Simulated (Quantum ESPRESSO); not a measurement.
pw.x input (Quantum ESPRESSO 7.5; LDA, PseudoDojo standard norm-conserving files, scalar-relativistic):

```
&CONTROL
  calculation = 'scf'
  pseudo_dir = './pseudo'
  outdir = './out'
  tprnfor = .true.
  tstress = .true.
/
&SYSTEM
  ibrav = 0
  nat = 8
  ntyp = 4
  ecutwfc = 84.0
  ecutrho = 336.0
  occupations = 'smearing'
  smearing = 'fd'
  degauss = 0.002
  nbnd = 28
/
&ELECTRONS
  conv_thr = 8e-10
/
ATOMIC_SPECIES
H 1.0080 H.upf
O 15.9990 O.upf
Cl 35.4500 Cl.upf
Ca 40.0780 Ca.upf
CELL_PARAMETERS angstrom
  3.869840109000   0.000000000000   0.000000000000
 -1.934920054000   3.351379843000   0.000000000000
  0.000000000000   0.000000000000   9.809830000000
ATOMIC_POSITIONS crystal
H   0.000000000000   0.000000000000   0.166940000000
H   0.000000000000   0.000000000000   0.666940000000
O   0.000000000000   0.000000000000   0.068120000000
O   0.000000000000   0.000000000000   0.568120000000
Cl   0.333333333000   0.666666667000   0.316670000000
Cl   0.666666667000   0.333333333000   0.816670000000
Ca   0.333333333000   0.666666667000   0.000070000000
Ca   0.666666667000   0.333333333000   0.500070000000
K_POINTS automatic
9 9 4 0 0 0
```

End of the output:

```

[...]
     the Fermi energy is     4.7916 ev
!    total energy              =    -289.59119126 Ry
     estimated scf accuracy    <          2.9E-11 Ry
     smearing contrib. (-TS)   =       0.00000000 Ry
     internal energy E=F+TS    =    -289.59119126 Ry
     The total energy is F=E-TS. E is the sum of the following terms:
     one-electron contribution =    -108.02634605 Ry
     hartree contribution      =      71.70360860 Ry
     xc contribution           =     -65.02367560 Ry
     ewald contribution        =    -188.24477821 Ry
     convergence has been achieved in  12 iterations
     Forces acting on atoms (cartesian axes, Ry/au):
     atom    1 type  1   force =     0.00000000    0.00000000    0.01685234
     atom    2 type  1   force =     0.00000000   -0.00000000    0.01685234
     atom    3 type  2   force =     0.00000000   -0.00000000   -0.02364085
     atom    4 type  2   force =    -0.00000000   -0.00000000   -0.02364085
     atom    5 type  3   force =     0.00000000    0.00000000    0.00396948
     atom    6 type  3   force =     0.00000000    0.00000000    0.00396948
     atom    7 type  4   force =    -0.00000000   -0.00000000    0.00281902
     atom    8 type  4   force =     0.00000000    0.00000000    0.00281902
     Total force =     0.041632     Total SCF correction =     0.000004
     Computing stress (Cartesian axis) and pressure
          total   stress  (Ry/bohr**3)                   (kbar)     P=      -38.00
  -0.00030513   0.00000000   0.00000000          -44.89        0.00        0.00
   0.00000000  -0.00030513  -0.00000000            0.00      -44.89       -0.00
   0.00000000   0.00000000  -0.00016461            0.00        0.00      -24.22
```
In a gapped system the printed Fermi energy is only some level inside the gap.

Geometry of the Materials Project entry, not relaxed at this level.
